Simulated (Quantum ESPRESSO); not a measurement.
Kohn-Sham bands of TaS2 (R3m)

```yaml
crystal:
  lattice:
    - [-1.66882, 2.89047, 0.00000]
    - [-3.33763, 0.00000, 0.00000]
    - [-1.66882, 0.96349, 6.32841]
  atoms:
    - { symbol: Ta, position: [0.83325, 0.83325, 0.50025] }
    - { symbol: S, position: [0.41820, 0.41820, 0.74541] }
    - { symbol: S, position: [0.58156, 0.58156, 0.25533] }
```

Materials Project entry mp-10014; symmetrised, unrelaxed at this level. Not found in the COD (Crystallography Open Database) copy used, which has the formula in other groups; not checked further. Level: LDA, no spin polarisation, no spin-orbit coupling; pw.x of Quantum ESPRESSO at 47 Ry with PseudoDojo potentials, 10×10×10 k-points, Wannier90. Density: 10×10×10 mesh, cold smearing 0.01 Ry. The cell is built of weakly bound layers, chains or molecules. Database cells relaxed without dispersion often hold them too far apart, which can enlarge gaps and weakens couplings between them; spacing and stacking were not compared with the measured crystal. Spin-orbit coupling is left out although heavy elements are present.

Question: List the Kohn-Sham levels between −8 and 3.0 eV relative to the Fermi level at the high-symmetry points, as a band run of pw.x on that density gives them (levels within 2 meV counted together).

Answer: 
```json
[
 {"point": "Γ", "k (reciprocal lattice)": "0.000 0.000 0.000", "levels (eV)": "-5.97, -2.46 (×2), -1.33 (×2), -0.43, 0.70"},
 {"point": "T", "k (reciprocal lattice)": "0.000 0.000 0.500", "levels (eV)": "-5.12, -2.47 (×2), -2.31, -1.30 (×2), 1.56"},
 {"point": "H_2", "k (reciprocal lattice)": "-0.318 -0.636 0.182", "levels (eV)": "-4.95, -4.71, -3.84, -3.43, -2.73, -1.66, 0.65, 2.31"},
 {"point": "H_0", "k (reciprocal lattice)": "-0.364 -0.682 -0.182", "levels (eV)": "-4.95, -4.71, -3.84, -3.43, -2.73, -1.66, 0.65, 2.31"},
 {"point": "L", "k (reciprocal lattice)": "0.000 -0.500 0.000", "levels (eV)": "-5.78, -4.33, -3.88, -2.94, -1.25, -1.17, -0.28"},
 {"point": "S_0", "k (reciprocal lattice)": "-0.341 -0.682 -0.341", "levels (eV)": "-4.96, -4.69, -3.88, -3.44, -2.69, -1.68, 0.67, 2.28"},
 {"point": "S_2", "k (reciprocal lattice)": "-0.341 -0.659 0.000", "levels (eV)": "-4.96, -4.69, -3.88, -3.44, -2.69, -1.68, 0.67, 2.28"},
 {"point": "F", "k (reciprocal lattice)": "-0.500 -0.500 0.000", "levels (eV)": "-5.68, -4.45, -3.61, -2.87, -1.72, -1.31, -0.21"}
]
```
